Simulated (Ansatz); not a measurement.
Consider the following.

Relaxed BN (wurtzite):

```yaml
crystal:
  lattice:
    - [2.54397, 0.00000, 0.00000]
    - [-1.27198, 2.20314, 0.00000]
    - [0.00000, 0.00000, 4.20774]
  atoms:
    - { symbol: B, position: [0.66667, 0.33333, 0.99990] }
    - { symbol: B, position: [0.33333, 0.66667, 0.49990] }
    - { symbol: N, position: [0.66667, 0.33333, 0.62530] }
    - { symbol: N, position: [0.33333, 0.66667, 0.12530] }
```

In each cell atom 1 (B, nearest neighbour N at 1.561 Å; its periodic images, 2.5 Å or more away, move with it) moves by s·(0.577, 0.577, 0.577) (along Cartesian [111]), the rest being held.

These are r2SCAN (plane waves to 500 eV, PAW, scalar-relativistic; Ansatz, an electronic-structure program) values and carry that method's errors. k mesh 12×12×6 (Γ-centred), Fermi-Dirac smearing 0.05 eV. E stands for the smeared free energy. Left out: 1 of 11 points, with atoms too close for the PAW data. BN was relaxed with its symmetry unable to fall. The zero of ΔE is the undisplaced structure.

The scan covers s from -0.470 to 0.376 Å in 10 points.

### Question
Is this a single well or a double well?

### Answer
A single well with its minimum at or next to zero displacement.

### Question
Is the energy the same for displacements of ±0.376 Å, and if not, which side lies higher?

### Answer
Not even: the positive side lies higher at ±0.376 Å. With its periodic images moving along, the atom's site symmetry in this cell is 3m..

### Question
What force acts on the atom along the line at s = -0.470 Å?

### Answer
8.01 eV/Å.

### Question
What is the energy change at s = 0.376 Å?

### Answer
2759 meV/cell.

### Question
What is the force constant k = d²E/ds² of this move at s = 0?

### Answer
28.7 eV/Å².

(A displaced cell: forces are minus the slopes of the energy, force constants its curvatures, and phonons follow from these.)
